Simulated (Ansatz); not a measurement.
A structure of PbSe relaxed with PBEsol (plane waves to 420 eV, PAW, scalar-relativistic; Ansatz, an electronic-structure program); single points at other levels follow on the same geometry (Ansatz, PAW; PBEsol+SOC at 420 eV on a 9×9×9 k-mesh; spin-orbit coupling only where +SOC is written). Space group Fm-3m (No. 225).

```
PbSe
1.0
    0.00000     3.05080     3.05080
    3.05080     0.00000     3.05080
    3.05080     3.05080     0.00000
Pb Se
1 1
Direct
  0.50000   0.50000   0.50000
  0.00000   0.00000   0.00000
```

| level | gap (eV) | kind | conduction minimum |
|---|---|---|---|
| PBEsol | 0.17 | direct | L |
| PBEsol+SOC | … | … | … |

**Question.** Complete the blanks.

**Answer.** 
- PBEsol+SOC, gap (eV): 0.31
- PBEsol+SOC, kind: direct
- PBEsol+SOC, conduction minimum: L

The shift from spin-orbit coupling is approximate. No spin polarisation in the result.

The run could not lose the symmetry of its start.

All atoms sit on sites fixed by symmetry, so only the cell could relax.
